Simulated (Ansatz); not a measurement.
The end of the path is a generated cell of SiW: the first start was made by placing the elements on the sites of a structure type, and the end was not matched to a known phase here, so it may be hypothetical.

A geometry of SiW away from equilibrium: the start of the relaxation of a generated cell, SiW built in the AFLOW prototype AB_oP8_62_c_c (B29, as in SnS). Computed with r2SCAN (plane waves to 500 eV, PAW, scalar-relativistic; Ansatz, a program for electronic structure). Γ-centred k-mesh 4×9×9 on the run's cell, Fermi–Dirac smearing 0.05 eV.

```xyz
8
Lattice="9.9915 0.0000 0.0000 0.0000 3.5587 0.0000 0.0000 0.0000 3.8688" Properties=species:S:1:pos:R:3 pbc="T T T"
Si     6.1884     0.8897     1.4725
Si     1.1927     0.8897     0.4619
Si     3.8030     2.6690     2.3963
Si     8.7988     2.6690     3.4069
W      3.5040     0.8897     0.0778
W      8.4997     0.8897     1.8566
W      6.4875     2.6690     3.7910
W      1.4917     2.6690     2.0122
```

### Question
What forces act on the atoms (eV/Å)?

### Answer
| atom | Fx | Fy | Fz |
|---|---|---|---|
| Si1 | -2.45 | 0.00 | 2.03 |
| Si2 | -2.45 | 0.00 | -2.03 |
| Si3 | 2.45 | 0.00 | -2.03 |
| Si4 | 2.45 | 0.00 | 2.03 |
| W5 | 2.32 | 0.00 | 1.98 |
| W6 | 2.32 | 0.00 | -1.98 |
| W7 | -2.32 | 0.00 | -1.98 |
| W8 | -2.32 | 0.00 | 1.98 |

### Question
What is the pressure?

### Answer
-7.1 GPa, compression positive.

### Question
How far above the relaxed end point is this geometry?

### Answer
1.02 eV/atom; the path ends in Cmcm (No. 63).

No spin polarisation in the result.

The run could not lose the symmetry of its start, so the end can be a saddle point.
